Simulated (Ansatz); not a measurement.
# Eu (Im-3m): energy against the cell's spin moment

```xyz
1
Lattice="-2.3030 2.3030 2.3030 2.3030 -2.3030 2.3030 2.3030 2.3030 -2.3030" Properties=species:S:1:pos:R:3 pbc="T T T"
Eu    0.0000    0.0000    0.0000
```

The geometry is a structure as deposited in COD, held fixed and not relaxed.

Common settings: PBE, 10×10×10 k mesh, Fermi–Dirac smearing of 0.05 eV. PAW means Ansatz 0.2.0 on its default frozen-core files; LAPW is all-electron LAPW in Ansatz 0.2.0. Site moments are integrated in spheres about the atoms, whose radii differ between the methods. Start moments of the first PAW run (μB): Eu 7.

Each run fixes M = N↑ − N↓ with two Fermi levels; the holding field B = (E_F↑ − E_F↓)/2μB is the slope of the free energy against M over μB. Energies count from each method's free run. The held moment starts on the atoms that carry the free run's moments.

The free PAW run: Site moments (μB): Eu 7.11. Cell moment 7.41 μB.

| M (μB/cell) | ΔF PAW (meV/cell) | ΔF LAPW (meV/cell) | B, PAW (T) | largest site moment, PAW (μB) | pressure, PAW (GPa) |
| --- | --- | --- | --- | --- | --- |
| 6.67 | +111.9 | +111.0 | -6111 | 6.75 | -1.7 |
| 8.15 | +97.1 | +97.9 | +4010 | 7.47 | -1.6 |
| 9.26 | +2948.8 | +2950.9 | +154373 | 8.13 | -2.7 |
| 11.11 | +19967.8 | – | +166001 | 9.85 | -6.7 |

Against an unpolarised PAW run, spin polarisation gains 7321.6 meV per atom; the pressure goes from -4.5 to -1.6 GPa.

Separate runs put a uniform field on the spins (g = 2):

| field (T) | M PAW (μB/cell) | M LAPW (μB/cell) |
| --- | --- | --- |
| 200 | 7.450 | 7.444 |
| 1000 | 7.555 | 7.552 |
| 3000 | 7.908 | 7.905 |

Without U a semilocal functional puts the f levels too near the Fermi level, which can change moments and the order of magnetic states; site and cell moments are spin moments. Spin–orbit coupling is left out although heavy atoms are present. With open f shells a run can end in a state that isn't the lowest. The magnetic state is the one that this cell and start allow. It needn't be the compound's measured order, which may need a larger cell or be absent. Left out because they would open the f shell, whose fillings are many: PAW, total moment held at 0 μB; LAPW, total moment held at 0 μB; PAW, total moment held at 2.44 μB; LAPW, total moment held at 2.44 μB; and 1 more.
